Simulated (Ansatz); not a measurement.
Ti2SnC in space group P6_3/mmc (No. 194; Ti on 4f, Sn on 2d, C on 2a) at seven volumes, r²SCAN in the plane-wave PAW code Ansatz, shape and atoms relaxed at each. One row is withheld.

| V (Å³/atom) | P (GPa) |
|---|---|
| 13.559 | 16.89 |
| 14.006 | 10.31 |
| 14.453 | ? |
| 14.900 | 0.00 |
| 15.347 | -3.99 |
| 15.794 | -7.37 |
| 16.240 | -10.15 |

**Question.** Fit the shown pressures and predict the withheld one.

**Answer.** Third-order Birch–Murnaghan: P = (3/2)B₀(x^(7/2) − x^(5/2))[1 + (3/4)(B′ − 4)(x − 1)] with x = (V₀/V)^(2/3). Least squares on the six rows gives V₀ = 14.900 Å³/atom, B₀ = 144.1 GPa, B′ = 4.62. At V = 14.453, x = 1.0205 and P = 4.71 GPa. The run itself gave 4.72 GPa.

The workflow started from a Materials Project entry (that database holds measured and hypothetical structures alike); the Crystallography Open Database copy checked does not list it. Whether it is the stable phase at ambient conditions was not checked. Symmetry was held in the r²SCAN relaxation; its stability against distortions is not shown here. The run is not spin-polarised. Scalar-relativistic: spin–orbit coupling is off unless named, which matters more the heavier the elements.

Potentials: the earlier of the program's two PAW sets.
